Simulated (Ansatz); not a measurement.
Ansatz run, CaCrF5

The input, for Ansatz 0.2.0 (plane waves, PAW):

```yaml
crystal:
  lattice:
    - [4.531033, 3.256507, 0.0]
    - [4.531033, -3.256507, 0.0]
    - [3.305324, 0.0, -6.822201]
  atoms:
    - { symbol: Cr, position: [0.0, 0.0, 0.0] }
    - { symbol: Cr, position: [0.0, 0.0, 0.5] }
    - { symbol: F, position: [0.7497, 0.7957, 0.1174] }
    - { symbol: F, position: [0.2043, 0.2503, 0.3826] }
    - { symbol: F, position: [0.2503, 0.2043, 0.8826] }
    - { symbol: F, position: [0.7957, 0.7497, 0.6174] }
    - { symbol: Ca, position: [0.5426, 0.4574, 0.75] }
    - { symbol: Ca, position: [0.4574, 0.5426, 0.25] }
    - { symbol: F, position: [0.7163, 0.3031, 0.0291] }
    - { symbol: F, position: [0.6969, 0.2837, 0.4709] }
    - { symbol: F, position: [0.2837, 0.6969, 0.9709] }
    - { symbol: F, position: [0.3031, 0.7163, 0.5291] }
    - { symbol: F, position: [0.9279, 0.0721, 0.75] }
    - { symbol: F, position: [0.0721, 0.9279, 0.25] }
  symmetry: { tolerance: 0.0003 }
kpoints:
  mp_grid: { grid: [5, 5, 4], shift: [0, 0, 0] }
  band_path:
    path:
      - [0.0, 0.0, 0.0]
      - [0.40944965, -0.40944965, 0.0]
      - [-0.40944965, -0.59055035, 0.0]
      - [-0.5, -0.5, 0.0]
      - [0.0, 0.0, 0.0]
      - [-0.5, -0.5, -0.5]
      - [-0.32634185, -0.67365815, -0.5]
      - [0.32634185, -0.32634185, -0.5]
      - [0.0, 0.0, -0.5]
      - [0.0, 0.0, 0.0]
      - [0.0, -0.5, -0.5]
    npoints: 7
magnetization:
  spin_polarized: false
scf:
  occupations: { method: fermi_dirac }
  lower_state_search: "off"
  max_iter: 200
hamiltonian:
  pseudopotentials: { kind: paw }
  xc: pbesol
basis:
  ecutwfc: 420
  fft_grid_basis: typed
output:
  forces: true
  stress: true
  eigenvalues: true
  populations: true
  elf: true
  write_potential: true
  volumetric_format: npy
  dos:
    e_range: [-12, 8]
    de: 0.05
    projected: { site_lists: { Ca: [Ca], Cr: [Cr], F: [F] } }
checkpoint:
  read: saved_state
```

Command:

```sh
ansatz run input.yaml --threads 1 --pin off --max-ram 2560MiB --backend cpu --events-out ev --progress --plain --runs-dir out
```

The saved state is an earlier solution for the same cell, perhaps on another mesh. 

Excerpt of what it printed:

```
Free energy (F): -18303.5219 eV
Harris-Foulkes:  -18303.5219 eV  (|F-HF|=2.25e-8)
Internal energy: -18302.8540 eV  (E = F + TS)
E sigma→0 (E₀):  -18303.1879 eV
Entropy (-TS):   -0.6679 eV (-47.711 meV/atom)
Fermi energy:    5.5402 eV
--- Forces (eV/Å), atoms counted from 1 ---
  atom   1  Cr     0.0000     0.0000     0.0000
  atom   2  Cr     0.0000     0.0000     0.0000
  atom   3  F      0.0710     0.0709     0.0121
  atom   4  F     -0.0710     0.0709    -0.0121
  atom   5  F     -0.0710    -0.0709    -0.0121
  atom   6  F      0.0710    -0.0709     0.0121
  atom   7  Ca     0.0000     0.0260     0.0000
  atom   8  Ca     0.0000    -0.0260     0.0000
  atom   9  F      0.0203     0.0949     0.0564
  atom  10  F     -0.0203     0.0949    -0.0564
  atom  11  F     -0.0203    -0.0949    -0.0564
  atom  12  F      0.0203    -0.0949     0.0564
  atom  13  F      0.0000     0.1907     0.0000
  atom  14  F      0.0000    -0.1907     0.0000
--- Stress (GPa, compression-positive) ---
       -3.0255       0.0000       0.8186
        0.0000      -3.2157       0.0000
        0.8186       0.0000      -3.3621
  P = ⅓ Tr σ = -3.2011 GPa (-32.011 kbar)
```

Origin: a database entry at a rescaled volume. Caveats: no spin polarisation, so a magnetic state may lie lower.

**Question.** How long did it run, and on what?

**Answer.** Cost: 35 s on 1 thread of Intel(R) Xeon(R) 6975P-C (Granite Rapids), on a shared host, peak memory 0.94 GiB (start from a saved density).
